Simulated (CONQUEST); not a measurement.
Input and output of a self-consistent single point for Ta (Im-3m, 2 atoms in the cell; from Materials Project mp-50) (CONQUEST).

All values come from this method and carry its errors: PBEsol, numerical atomic orbitals double-zeta with polarisation (the shipped basis), PseudoDojo norm-conserving potentials made for PBEsol run with CONQUEST.

```yaml
crystal:
  lattice:
    - [3.30986, 0.00000, 0.00000]
    - [0.00000, 3.30986, 0.00000]
    - [0.00000, 0.00000, 3.30986]
  atoms:
    - { symbol: Ta, position: [0.00000, 0.00000, 0.00000] }
    - { symbol: Ta, position: [0.50000, 0.50000, 0.50000] }
```

Reference input (self-consistent single point, DFT, LDA (PW92), numerical atomic orbitals double-zeta with polarisation (the shipped basis), PseudoDojo norm-conserving potentials made for LDA): basis = DZP; Diag.MPMeshX, Y, Z = 6 6 6; potentials = PseudoDojo norm-conserving LDA; Grid.GridCutoff = 140 Ha; DM.SolutionMethod = diagon; Diag.kT = 0.003675 Ha; Diag.GammaCentred = true; minE.SCTolerance = 1.0e-06; SC.MaxIters = 100; SC.LinearMixingFactor = 0.5; SC.KerkerPreCondition = true; SC.KerkerFactor = 0.1 1/bohr. This run's input differs from it in these lines:

```diff
@@ -1,2 +1,2 @@
-# files in the folder: Ta.ion (PseudoDojo LDA potentials, DZP orbitals)
+# files in the folder: Ta.ion (PseudoDojo PBEsol potentials, DZP orbitals)
 # file: Conquest_input
```

Log, with long lists cut:

```
    new_SC_potl: Starting.  Tolerance:  0.10000E-05

    PulayMixSC: Starting Pulay mixing, A_up =  0.500 A_dn =  0.500
    PulayMixSC: Spin non-polarised calculation.
    PulayMixSC: with Kerker preconditioning, q0 =  0.100
          Harris-Foulkes Energy            :      -130.150807525018536 Ha
          GroundState Energy (E-(1/2)TS)   :      -130.152924574663786 Ha
          Free Energy (E-TS)               :      -130.155041624309007 Ha
          DFT Total Energy                 :      -130.129568527396344 Ha
          Total number of electrons        :        25.999999999999325
   [... lines left out ...]
          Total number of electrons        :        26.000029800422020
    PulayMixSC: Pulay iteration     5 residual:              0.33311E-05
          Harris-Foulkes Energy            :      -130.137437362824642 Ha
          GroundState Energy (E-(1/2)TS)   :      -130.139556772223443 Ha
          Free Energy (E-TS)               :      -130.141676181622245 Ha
          DFT Total Energy                 :      -130.137437362717151 Ha
          Total number of electrons        :        26.000028948388870
    PulayMixSC: Pulay iteration     6 residual:              0.24624E-06
    PulayMixSC: Reached SCF tolerance of  0.24624E-06 after      6 iterations
      | Number of electrons      =        26.000029
      |* band energy as 2Tr[K.H] =       -32.208293279688277 Ha
      |  screened ion-ion energy =       -89.699873273768148 Ha
      |  Ha correction           =         0.800068304152499 Ha
      |  XC correction           =        -9.029341897632726 Ha
      | GS Energy as E-(1/2)TS   =      -130.139556772223443 Ha
      | Free Energy as E-TS      =      -130.141676181622245 Ha
      |* Harris-Foulkes energy   =      -130.137437362824642 Ha
      |* DFT total energy        =      -130.137437362717151 Ha
      |  estimated accuracy      =        -0.000000000107491 Ha

    force: Forces on atoms (Ha/a0)
    force:  Atom   X              Y              Z
   [... lines left out ...]
    force: Maximum force :        0.00000000(Ha/a0) on atom         1 in z direction
   [... lines left out ...]
    force: Force Residual:        0.00000000 Ha/a0
    force: Total stress:          4.59418280     0.00000000     0.00000000 GPa
                             0.00000000     4.59418280     0.00000000
                             0.00000000     0.00000000     4.59418280
    force: Average pressure:     -4.59418280 GPa

    force: Finished force
    get_E_and_F: Change in energy during last step of electronic optimisation: -0.39618E-06
```

The run converged in 6 iterations. CONQUEST prints the stress tensor with tension positive. Against the reference run the pressure goes from -11.11 to -4.59 GPa.

The program uses no crystal symmetry, so grid and mesh can part values that symmetry would make equal. The atom-centred basis is finite, which shifts total energies and pressures against plane waves. The structure comes from a collection of computed structures, made at another level of theory; the collection holds predicted forms beside known ones. No clean gap shows at this smearing width and mesh (spacing up to 0.32 Å⁻¹); the mesh is coarse for partly filled bands, so the values carry mesh errors.

Cost on one core: about 60 core-seconds (a rough figure).
